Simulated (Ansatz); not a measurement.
Simulated powder pattern, Cu Kα, λ = 1.54184 Å (kinematic, ideal powder, no thermal factors, no anomalous dispersion; the 30 strongest lines at most, above 1 %, up to 2θ = 90°):

```
2θ (°)  I/Imax (%)
------  ----------
34.54          100
40.09           33
57.99           41
69.28           37
72.84          7.7
86.55          6.1
```

The pattern belongs to a structure relaxed with plane-wave PAW PBEsol (Ansatz code).

Question: Pick the material that matches.
A. SiBCN, P3m1 (B on 1b, Si on 1c, C on 1b, N on 1c)
B. GaN, zinc blende
C. GaMo2N, P6_3/mmc (Ga on 2d, Mo on 4f, N on 2a)
D. AlGa3As4, P-4m2 (Pearson symbol tP8)

Answer: B, GaN, zinc blende

Question: Give the lattice parameters.

Answer: a = 4.498 Å.

Space group F-43m (zinc blende). The PBEsol relaxation kept the symmetry of its start.

Potentials: the earlier of the program's two PAW sets. The files were generated under PBE; for other functionals the program regenerates the frozen cores, and for LDA and PBEsol the local potential too.
